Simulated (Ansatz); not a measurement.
## Cr3Ru, first-principles data

Cr3Ru:
```xyz
4
Lattice="1.4192 -2.0939 0.0000 1.4192 2.0939 0.0000 0.0000 0.0000 8.0060" Properties=species:S:1:pos:R:3 pbc="T T T"
Cr     1.4192     0.0000     5.9080
Cr     1.4192     0.0000     2.0980
Cr     0.0000     0.0000     4.0030
Ru     0.0000     0.0000     0.0000
```

Space group Cmmm (No. 65); conventional cell a = 2.8384 Å, b = 4.1878 Å, c = 8.0060 Å, α = 90.00°, β = 90.00°, γ = 90.00°.

Method: PBEsol (plane waves, PAW; program Ansatz). The cell and atoms are relaxed at this level. Other levels are named where they apply.

Cell and energy:

- Volume per atom: 11.90 Å³
- Density: 8.97 g/cm³
- Formation energy from the elements (no fitted shifts): 18 kJ/mol of atoms

Electronic structure:

Electronic character: metallic (no gap)
Density of states at the Fermi level: 1.5 states/eV per atom (mean over ±0.08 eV)
Gap with spin–orbit coupling: none (metallic)

Mechanics:

* **Bulk modulus (Birch–Murnaghan fit)**: 288 GPa
* **Pressure derivative B′**: 4.4
* **Elastic constants (relaxed ions, GPa)**: C11 = 458, C22 = 467, C33 = 461, C12 = 205, C13 = 215, C23 = 188, C44 = -157, C55 = 116, C66 = 119
* **Mechanical stability**: unstable (C has a negative eigenvalue)

Phonons:

* **Highest zone-centre frequency**: 8.74 THz
* **Zone-centre stability**: unstable, softest mode 111i cm⁻¹

The workflow started from a Materials Project entry (that database holds measured and hypothetical structures alike); the Crystallography Open Database copy checked does not list it. With Cr and Ru taken as one species the cell has the higher symmetry Im-3m, so it may be an ordered model of a mixed-site phase. Its standing as an ambient phase is unchecked. The cell was relaxed with PBEsol under the symmetry of its start. No spin polarisation was allowed. Its formation energy is positive at this level, so the cell may be metastable or incomplete. As this level gives no gap, shear constants depend on the k-mesh and smearing (Fermi–Dirac, 0.1 eV here). As this level gives no gap, phonon frequencies hold no LO–TO term and depend on the k-mesh and smearing (Fermi–Dirac, 0.1 eV here). Axis ratios of metals converge slowly with the k-mesh, so a and c are less sure than the volume. On the denser mesh and wider smearing of the elastic run this cell carries a stress of 0.5 GPa. The references are the lowest solids computed at this level, not always the standard phases. Spin–orbit coupling is left out wherever it is not named.

Potentials: the later of the program's two PAW sets.
